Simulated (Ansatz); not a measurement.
The cell is tetragonal HfO₂ (relaxed group P4_2/nmc); cell and atoms were relaxed with r2SCAN. The symmetry is P4_2/nmc (No. 137, tetragonal); a = 3.577 Å, c = 5.202 Å in the conventional setting, 11.09 Å³ an atom. Hf has 8 O at 2.06–2.39 Å; O has 4 Hf at 2.06–2.39 Å.

3 runs of the PAW code Ansatz on this cell differ in the functional (and in the settings that go with it). Levels are in eV from each run's valence top; v1 is the last filled band, c1 the first empty one.

Run A, mean stress -0.1 GPa (compression positive):
```
point     v2     v1    c1    c2
    Γ  -0.08  -0.08  6.37  6.42
    X  -0.18  -0.18  6.80  6.80
    M  -0.55  -0.55  7.47  7.47
```

Run B, mean stress 0.0 GPa (compression positive):
```
point     v2     v1    c1    c2
    Γ  -0.07  -0.07  5.26  5.29
    X  -0.15  -0.15  5.63  5.63
    M  -0.50  -0.50  6.30  6.30
```

Run C, mean stress 0.0 GPa (compression positive):
```
point     v2     v1    c1    c2
    Γ  -0.07  -0.07  7.13  7.18
    X  -0.19  -0.19  7.56  7.56
    M  -0.55  -0.55  8.23  8.23
```

**Question.** Match the runs to r2SCAN, HSE06, PBE0.

**Answer.** A is HSE06, B is r2SCAN, C is PBE0. In order of the gap: r2SCAN 5.26, HSE06 6.37, PBE0 7.13 eV.

The cell comes from a prototype generator: it can be a known phase or a hypothetical one. Spin polarisation is off.

Spin-orbit coupling is left out, which matters wherever the heavy atoms make up the band edges.

The program warns that its thresholds are loose for a hybrid's stress.

The meshes of the hybrids are coarse, so their gaps aren't converged to the digits shown.
